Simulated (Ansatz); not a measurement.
**Rh3I: input and output**

input.yaml (Ansatz 0.2.0)

```yaml
crystal:
  lattice:
    - [3.144552, 5.446519, 0.0]
    - [-3.144552, 5.446519, 0.0]
    - [0.0, 0.0, 5.014223]
  atoms:
    - { symbol: I, position: [0.3333, 0.3334, 0.25] }
    - { symbol: I, position: [0.6666, 0.6667, 0.75] }
    - { symbol: Rh, position: [0.833, 0.833, 0.25] }
    - { symbol: Rh, position: [0.167, 0.666, 0.75] }
    - { symbol: Rh, position: [0.334, 0.833, 0.25] }
    - { symbol: Rh, position: [0.167, 0.167, 0.75] }
    - { symbol: Rh, position: [0.833, 0.334, 0.25] }
    - { symbol: Rh, position: [0.666, 0.167, 0.75] }
  symmetry: { tolerance: 0.0003 }
kpoints:
  mp_grid: { grid: [6, 6, 7], shift: [0, 0, 0] }
  band_path:
    path:
      - [0.0, 0.0, 0.0]
      - [0.49999994, -2.2e-07, 0.0]
      - [0.66666644, 0.333333, 0.0]
      - [0.0, 0.0, 0.0]
      - [0.0, 0.0, 0.5]
      - [0.49999994, -2.2e-07, 0.5]
      - [0.66666644, 0.333333, 0.5]
      - [0.0, 0.0, 0.5]
      - [0.49999994, -2.2e-07, 0.5]
      - [0.49999994, -2.2e-07, 0.0]
      - [0.66666644, 0.333333, 0.5]
    npoints: 6
magnetization:
  spin_polarized: false
scf:
  occupations: { method: fermi_dirac }
  lower_state_search: "off"
  max_iter: 200
hamiltonian:
  pseudopotentials: { kind: paw }
  xc: pbe
basis:
  ecutwfc: 420
  fft_grid_basis: typed
output:
  forces: true
  stress: true
  eigenvalues: true
  bader: true
  populations: true
  elf: true
  write_potential: true
  volumetric_format: npy
  dos:
    e_range: [-12, 8]
    de: 0.05
    projected: { site_lists: { I: [I], Rh: [Rh] } }
checkpoint:
  read: saved_state
```

The saved state is an earlier solution for the same cell, perhaps on another mesh. 

Parts of the output:

```
SCF iter   1: F=—  Δρ=3.00e-3  dr2=1.98e-3
SCF iter   2: F=—  Δρ=1.50e-3  dr2=5.75e-4
SCF iter   3: F=—  Δρ=1.22e-4  dr2=2.61e-5
SCF iter   4: F=—  Δρ=2.69e-5  dr2=1.28e-6
SCF iter   5: F=-53435.2765 eV  Δρ=6.17e-6  dr2=4.01e-8
SCF iter   6: F=-53435.2765 eV  Δρ=1.40e-6  dr2=3.29e-9
Free energy (F): -53435.2765 eV
Harris-Foulkes:  -53435.2765 eV  (|F-HF|=3.20e-10)
Internal energy: -53434.7195 eV  (E = F + TS)
E sigma→0 (E₀):  -53434.9980 eV
Entropy (-TS):   -0.5570 eV (-69.631 meV/atom)
Fermi energy:    13.6761 eV
--- Forces (eV/Å), atoms counted from 1 ---
  atom   1  I      0.0000     0.0000     0.0000
  atom   2  I      0.0000     0.0000     0.0000
  atom   3  Rh     0.0000     0.4982     0.0000
  atom   4  Rh    -0.4314     0.2491     0.0000
  atom   5  Rh    -0.4314    -0.2491     0.0000
  atom   6  Rh     0.0000    -0.4982     0.0000
  atom   7  Rh     0.4314    -0.2491     0.0000
  atom   8  Rh     0.4314     0.2491     0.0000
--- Stress (GPa, compression-positive) ---
      -19.9883       0.0000       0.0000
        0.0000     -19.9883       0.0000
        0.0000       0.0000     -22.2899
  P = ⅓ Tr σ = -20.7555 GPa (-207.555 kbar)
```

Origin: a known structure type with other elements, at an estimated volume, so it need not be a known compound. Caveats: many states at the Fermi level without spin polarisation, so a magnetic state may lie lower; atoms or cell far from equilibrium.
